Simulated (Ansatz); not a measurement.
Structures of Y₂Ge: which is lowest?

Plane-wave DFT in Ansatz with scalar-relativistic PAW potentials, cutoff 420 eV, Γ-centred meshes chosen by cell and gap, Gaussian smearing with energies taken to zero width. Every cell was relaxed (cell and atoms) in a run of its own, within the symmetry of its start. Functional: PBE.

Relaxed structures (starts from databases or built by putting these elements on another compound's sites):
A. I4/mmm, 3 atoms in the computed cell, a = 3.879 Å, c = 9.871 Å; sites (symmetry × multiplicity) Y 4mm × 4, Ge 4/mmm × 2; start: built
B. P6/mmm, 3 atoms in the computed cell, a = 5.137 Å, c = 3.157 Å; sites (symmetry × multiplicity) Y -6m2 × 2, Ge 6/mmm × 1; start: built

Question: Rank them by energy. Could pressure change the order?

Answer:
| structure | group | E − E(lowest) (meV/atom) | V (Å³/atom) | gap on mesh (eV) |
| --- | --- | --- | --- | --- |
| A | I4/mmm | 0.0 | 24.76 | 0.00 |
| B | P6/mmm | 457 | 24.05 | 0.00 |

A is lowest, 457 meV/atom under B. The two lowest differ in volume by under 3 %, too little for a first-order estimate of what pressure does to that pair (other pairs aren't weighed here); with rigid cells even 3 % in favour of the higher one would need about 99 GPa. Other structures may lie lower than all of these, and vibrations aren't counted.